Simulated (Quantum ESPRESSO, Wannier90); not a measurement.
Tight-binding from DFT: TiAl$_{3}$ (I4/mmm)

Cell from Materials Project (mp-542915), symmetrised, no further relaxation. Not found in the COD (Crystallography Open Database) copy used; not checked further. Computed values, not measurements, from PBEsol: Quantum ESPRESSO (norm-conserving PseudoDojo potentials, cutoff 68 Ry, no spin polarisation, no spin-orbit coupling) on a Γ-centred 8×8×8 mesh, then Wannier90. Density: 12×12×12 mesh, cold smearing 0.01 Ry.

On the energy scale of pw.x, whose zero is arbitrary, the Fermi level lies at 9.61 eV.

Input w.win:

```
num_bands = 3
num_wann = 3
exclude_bands = 1,5-37
num_iter = 800
conv_tol = 1.0e-6
conv_window = 4
write_hr = true
write_u_matrices = true
auto_projections = true
begin unit_cell_cart
ang
    3.8222100000    0.0000000000    0.0000000000
    0.0000000000    3.8222100000    0.0000000000
   -1.9111050000   -1.9111050000    4.2806700000
end unit_cell_cart
begin atoms_frac
Ti   0.0000000000  0.0000000000  0.0000000000
Al   0.5000000000  0.5000000000  0.0000000000
Al   0.2500000000 -0.2500000000  0.5000000000
Al  -0.2500000000  0.2500000000  0.5000000000
end atoms_frac
mp_grid = 8 8 8
begin kpoints
0.0000000000 0.0000000000 0.0000000000
0.0000000000 0.0000000000 0.1250000000
0.0000000000 0.0000000000 0.2500000000
... (509 more lines: the 8x8x8 mesh through Gamma)
end kpoints
```

Input of pw2wannier90.x that gives the overlap and projection files (equivalent; here they were cut from one run over all bands):

```
&inputpp
  outdir = './out'
  prefix = 'pwscf'
  seedname = 'w'
  write_amn = .true.
  write_mmn = .true.
  atom_proj = .true.
  atom_proj_exclude = 1 5 6 7 8 9 10 11 12 13 14 15 16 17 18 19 20 21 22
/
```

Output w.wout (banner and timings cut):

```
                                    ------
                                    SYSTEM
                                    ------

                              Lattice Vectors (Ang)
                    a_1     3.822210   0.000000   0.000000
                    a_2     0.000000   3.822210   0.000000
                    a_3    -1.911105  -1.911105   4.280670

                   Unit Cell Volume:      62.53755  (Ang^3)

                        Reciprocal-Space Vectors (Ang^-1)
                    b_1     1.643862  -0.000000   0.733902
                    b_2    -0.000000   1.643862   0.733902
                    b_3     0.000000   0.000000   1.467804

 *----------------------------------------------------------------------------*
 |   Site       Fractional Coordinate          Cartesian Coordinate (Ang)     |
 +----------------------------------------------------------------------------+
 | ti   1   0.00000   0.00000   0.00000   |    0.00000   0.00000   0.00000    |
 | al   1   0.50000   0.50000   0.00000   |    1.91111   1.91111   0.00000    |
 | al   2   0.25000  -0.25000   0.50000   |    0.00000  -1.91111   2.14033    |
 | al   3  -0.25000   0.25000   0.50000   |   -1.91111   0.00000   2.14033    |
 *----------------------------------------------------------------------------*
                                ------------
                                K-POINT GRID
                                ------------

             Grid size =  8 x  8 x  8      Total points =  512

 *---------------------------------- MAIN ------------------------------------*
 |  Number of Wannier Functions               :                 3             |
 |  Number of Objective Wannier Functions     :                 3             |
 |  Number of input Bloch states              :                 3             |
 |  Output verbosity (1=low, 5=high)          :                 1             |
 |  Timing Level (1=low, 5=high)              :                 1             |
 |  Optimisation (0=memory, 3=speed)          :                 3             |
 |  Length Unit                               :               Ang             |
 |  Post-processing setup (write *.nnkp)      :                 F             |
 |  Using Gamma-only branch of algorithms     :                 F             |
 *----------------------------------------------------------------------------*
 *------------------------------- WANNIERISE ---------------------------------*
 |  Total number of iterations                :               800             |
 |  Number of CG steps before reset           :                 5             |
 |  Trial step length for line search         :             2.000             |
 |  Convergence tolerence                     :         0.100E-05             |
 |  Convergence window                        :                 4             |
 |  Iterations between writing output         :                 1             |
 |  Iterations between backing up to disk     :               100             |
 |  Write r^2_nm to file                      :                 F             |
 |  Write xyz WF centres to file              :                 F             |
 |  Write on-site energies <0n|H|0n> to file  :                 F             |
 |  Use guiding centre to control phases      :                 F             |
 |  Use phases for initial projections        :                 F             |
 *----------------------------------------------------------------------------*
 *-------------------------------- PLOTTING ----------------------------------*
 |  Plotting Hamiltonian in WF basis          :                 T             |
 *----------------------------------------------------------------------------*

 *---------------------------------- K-MESH ----------------------------------*
 +----------------------------------------------------------------------------+
 |                    Distance to Nearest-Neighbour Shells                    |
 |                    ------------------------------------                    |
 |          Shell             Distance (Ang^-1)          Multiplicity         |
 |          -----             -----------------          ------------         |
 |             1                   0.183476                      2            |
 |             2                   0.225031                      8            |
 |             3                   0.290596                      4            |
 |             4                   0.343461                      8            |
 |             5                   0.343671                      8            |
 |             6                   0.366951                      2            |
 |             7                   0.410965                      4            |
 |             8                   0.450062                      8            |
       ... (lines left out)
 +----------------------------------------------------------------------------+
 | The b-vectors are chosen automatically                                     |
 | The following shells are used:                       1,  2                 |
 +----------------------------------------------------------------------------+
 |                        Shell   # Nearest-Neighbours                        |
 |                        -----   --------------------                        |
 |                          1               2                                 |
 |                          2               8                                 |
 +----------------------------------------------------------------------------+
 | Completeness relation is fully satisfied [Eq. (B1), PRB 56, 12847 (1997)]  |
 +----------------------------------------------------------------------------+
 |                  b_k Vectors (Ang^-1) and Weights (Ang^2)                  |
 |                  ----------------------------------------                  |
 |            No.         b_k(x)      b_k(y)      b_k(z)        w_b           |
 |            ---        --------------------------------     --------        |
 |             1         0.000000    0.000000    0.183476     8.932063        |
 |             2         0.000000    0.000000   -0.183476     8.932063        |
 |             3         0.000000    0.205483    0.091738     5.920922        |
 |             4         0.205483    0.000000    0.091738     5.920922        |
 |             5         0.000000    0.205483   -0.091738     5.920922        |
 |             6         0.205483    0.000000   -0.091738     5.920922        |
 |             7         0.000000   -0.205483   -0.091738     5.920922        |
 |             8         0.000000   -0.205483    0.091738     5.920922        |
 |             9        -0.205483    0.000000   -0.091738     5.920922        |
 |            10        -0.205483    0.000000    0.091738     5.920922        |
 +----------------------------------------------------------------------------+
 |                           b_k Directions (Ang^-1)                          |
 |                           -----------------------                          |
 |            No.           x           y           z                         |
 |            ---        --------------------------------                     |
 |             1         0.000000    0.000000    0.183476                     |
 |             2         0.000000    0.205483    0.091738                     |
 |             3         0.205483    0.000000    0.091738                     |
 |             4         0.000000    0.205483   -0.091738                     |
 |             5         0.205483    0.000000   -0.091738                     |
 +----------------------------------------------------------------------------+

 Starting a new Wannier90 calculation ...

 Reading overlaps from w.mmn

 Reading projections from w.amn

 *------------------------------- WANNIERISE ---------------------------------*
 +--------------------------------------------------------------------+<-- CONV
 | Iter  Delta Spread     RMS Gradient      Spread (Ang^2)            |<-- CONV
 +--------------------------------------------------------------------+<-- CONV

 ------------------------------------------------------------------------------
 Initial State
  WF centre and spread    1  (  0.000000,  0.000000, -0.000000 )     0.40019911
  WF centre and spread    2  (  0.000000,  0.000000, -0.000000 )     0.40087257
  WF centre and spread    3  (  0.000000, -0.000000, -0.000000 )     0.40087257
  Sum of centres and spreads (  0.000000,  0.000000, -0.000000 )     1.20194425

      0     0.120E+01     0.0000000000        1.2019442474  <-- CONV
        O_D=      0.0000000 O_OD=      0.0002166 O_TOT=      1.2019442 <-- SPRD
 ------------------------------------------------------------------------------
      1    -0.155E-14     0.0000004446        1.2019442474  <-- CONV
        O_D=      0.0000000 O_OD=      0.0002166 O_TOT=      1.2019442 <-- SPRD
      2    -0.311E-14     0.0000004441        1.2019442474  <-- CONV
        O_D=      0.0000000 O_OD=      0.0002166 O_TOT=      1.2019442 <-- SPRD
      3    -0.444E-14     0.0000004432        1.2019442474  <-- CONV
        O_D=      0.0000000 O_OD=      0.0002166 O_TOT=      1.2019442 <-- SPRD
      4    -0.600E-14     0.0000004418        1.2019442474  <-- CONV
        O_D=      0.0000000 O_OD=      0.0002166 O_TOT=      1.2019442 <-- SPRD
             <<<     Delta < 1.000E-06  over  4 iterations     >>>
             <<< Wannierisation convergence criteria satisfied >>>
 Final State
  WF centre and spread    1  (  0.000000,  0.000000, -0.000000 )     0.40019911
  WF centre and spread    2  (  0.000000,  0.000000, -0.000000 )     0.40087257
  WF centre and spread    3  (  0.000000, -0.000000, -0.000000 )     0.40087257
  Sum of centres and spreads (  0.000000,  0.000000, -0.000000 )     1.20194425

         Spreads (Ang^2)       Omega I      =     1.201727606
        ================       Omega D      =     0.000000000
                               Omega OD     =     0.000216642
    Final Spread (Ang^2)       Omega Total  =     1.201944247
```
